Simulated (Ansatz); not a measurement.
Relaxed-ion elastic tensor of OsN₃ (ReO3 type, Pm-3m) in GPa (Voigt order), DFT-r²SCAN in the program Ansatz with PAW potentials; density 6.94 g/cm³, 13.89 Å³ per atom.

|  | 1 | 2 | 3 | 4 | 5 | 6 |
|---|---|---|---|---|---|---|
| 1 | 353 | 133 | 133 | 0.0 | 0.0 | 0.0 |
| 2 | 133 | 353 | 133 | 0.0 | 0.0 | 0.0 |
| 3 | 133 | 133 | 353 | 0.0 | 0.0 | 0.0 |
| 4 | 0.0 | 0.0 | 0.0 | 14.8 | 0.0 | 0.0 |
| 5 | 0.0 | 0.0 | 0.0 | 0.0 | 14.8 | 0.0 |
| 6 | 0.0 | 0.0 | 0.0 | 0.0 | 0.0 | 14.8 |

Problem. Is the crystal mechanically stable?

Solution. Yes: the smallest eigenvalue of C is 14.8 GPa.

Problem. Work out the Voigt, Reuss and Hill averages.

Solution. K_V = 206, K_R = 206, K_H = 206; G_V = 52.9, G_R = 22.7, G_H = 37.8 GPa.

Problem. Give Young's modulus, Poisson's ratio, Pugh's ratio and the universal anisotropy index.

Solution. E = 9KG/(3K + G) = 107 GPa; ν = 0.41; K/G = 5.46 (ductile by the Pugh limit of 1.75); A_U = 5G_V/G_R + K_V/K_R − 6 = 6.65.

Problem. Estimate the sound speeds and the Debye temperature.

Solution. v_l = √((K + 4G/3)/ρ) = 6080 m/s, v_t = √(G/ρ) = 2330 m/s, mean 2650 m/s; Θ = (h/k)(3n/4πV)^(1/3) v_m = 328 K.

The start of the workflow was typed in or built on a structure type; neither database checked (COD, Materials Project) lists it. Its standing as an ambient phase is unchecked. Symmetry was held in the r²SCAN relaxation, as lowered by the spin order; whether a distortion lowers the energy is not shown. The final state is ferrimagnetic, the only order run, not a proven ground state. The cell computed holds one magnetic atom, so no antiferromagnetic order was within reach. Its formation energy is positive at this level, so the cell may be metastable or incomplete. Other orbital occupations within this spin state were not tried. No Hubbard U is applied. As this level gives no gap, shear constants depend on the k-mesh and smearing (Fermi–Dirac, 0.1 eV here). Spin–orbit coupling is left out wherever it is not named.

Potentials: the later of the program's two PAW sets.
